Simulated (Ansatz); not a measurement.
**Scan of one atom of the cell for SrO (rock salt)**

SrO (rock salt)

```
CELL_PARAMETERS angstrom
      0.00000     2.56110     2.56110
      2.56110     0.00000     2.56110
      2.56110     2.56110     0.00000
ATOMIC_POSITIONS crystal
  O  0.00000 0.00000 0.00000
  Sr 0.50000 0.50000 0.50000
```

In each cell atom 2 (Sr, nearest neighbour O at 2.561 Å; its periodic images, 3.6 Å or more away, move with it) moves by s·(0.577, 0.577, 0.577) (along Cartesian [111]), the rest being held.

These are PBEsol (plane waves to 420 eV, PAW, scalar-relativistic; Ansatz, a quantum-chemistry and plane-wave program) values and carry that method's errors. k mesh 9×9×9 (Γ-centred), Fermi-Dirac smearing 0.05 eV. Energies are smeared free energies. Compression counts positive. F∥ is the force on the atom along that direction. SrO was relaxed with its symmetry unable to fall. The zero of ΔE is the undisplaced structure.

| s (Å) | ΔE (meV/cell) | P (GPa) | F∥ (eV/Å) |
|---|---|---|---|
| -0.770 | 744 | 15.1 | 1.982 |
| -0.616 | 464 | 10.0 | 1.622 |
| -0.462 | 249 | 5.7 | 1.168 |
| -0.308 | 104 | 2.5 | 0.717 |
| -0.154 | 25 | 0.6 | 0.328 |
| 0.000 | 0 | 0.0 | 0.000 |
| 0.154 | 25 | 0.6 | -0.328 |
| 0.308 | 104 | 2.5 | -0.717 |
| 0.462 | 249 | 5.7 | -1.168 |
| 0.616 | 464 | 10.0 | -1.622 |
| 0.770 | 744 | 15.1 | -1.982 |

Read from the data:

The energy at s = 0.770 Å is 744 meV/cell and the force along the line at s = -0.770 Å is 1.98 eV/Å. The force constant k = d²E/ds² at s = 0 (finite differences) is 2.06 eV/Å² and the zone-centre optical wavenumber from k (transverse: no LO-TO term) comes out as 204 cm⁻¹. Symmetry of the curve: even: the same for both signs. Shape of the curve: a single well with its minimum at or next to zero displacement. Harmonic estimate at the end of the scan: ½ks² = 612 meV/cell against the computed 744 meV/cell, so the well is stiffer than harmonic there.

(For displaced atoms, the force is minus the slope of the energy, and its curvature is a force constant, which sets phonon frequencies.)
